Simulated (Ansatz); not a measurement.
SiMo (NiAs type, space group No. 194) under volume change, PBE (plane waves, PAW; program Ansatz), shape and atoms relaxed at each volume.

```tsv
V (Å³/atom)	E − E(relaxed) (meV/atom)	P (GPa)
13.585	85.1	22.11
14.033	35.7	13.50
14.481	?	?
14.929	0.0	0.00
15.377	7.6	-5.32
15.825	?	?
16.272	61.9	-13.65
```

Problem. Some entries are withheld; supply them.

Solution. 
- 14.481, E − E(relaxed) (meV/atom): 8.5
- 14.481, P (GPa): 6.20
- 15.825, E − E(relaxed) (meV/atom): 28.9
- 15.825, P (GPa): -9.82

Problem. What does a third-order Birch–Murnaghan fit give for V₀, B₀ and B′?

Solution. V₀ = 14.93 Å³/atom, B₀ = 191 GPa, B′ = 4.4.

Space group P6_3/mmc (NiAs type). A made-up cell: these elements were put on the sites of a structure type; neither database checked (COD, Materials Project) lists it. Its standing as an ambient phase is unchecked. The PBE relaxation kept the symmetry of its start; its stability against distortions is not shown here. No spin polarisation was allowed.

Potentials: the later of the program's two PAW sets.
